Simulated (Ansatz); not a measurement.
**How much do the gradients of Ru depend on the method?**

Cell: a COD entry, whose atoms a relaxation with PBE at fixed cell left in place.

```
Ru
1.0
     2.70580    0.00000    0.00000
    -1.35290    2.34329    0.00000
     0.00000    0.00000    4.28190
Ru
2
Cartesian
  0.0000 1.5622 1.0705
  1.3529 0.7811 3.2114
```

Atom numbers follow the list; atoms alike are taken as one site, whose name carries the number of the first.

First run. Computed with Ansatz: DFT, PBE, plane waves and PAW, scalar-relativistic, 420 eV cutoff, Γ-centred 20×20×11 k-points, Fermi–Dirac smearing 0.05 eV.

```csv
site,atom,V_zz (10²¹ V/m²),η
Ru,1,-1.19,0.00
```

Second run. The same atoms and settings, except that the functional is PBEsol.

Question: What does the second run give?

Answer: 

```json
{"site": "Ru", "atom": "1", "V_zz": "-1.25", "η": "0.00", "change of V_zz": "-0.06"}
```

The largest change of V_zz is on Ru, from -1.19 to -1.25.

With no gap above 0.1 eV, as in a metal, the gradients converge slowly in k; expect changes of a tenth or more on a denser mesh. Without spin–orbit coupling (the program notes it for Ru) the gradients can shift somewhat, as the gap is small.
For the first run: At this cell the principal stresses reach 5 GPa in size with PBE, which can matter for small gradients. With these PAW files V_zz is typically within 2 to 3 % of all-electron values, but misses above 10 % occur on Ru.
For the second run: At this cell the PBEsol pressure is -6 GPa, so with PBEsol the cell would shrink if it were relaxed.
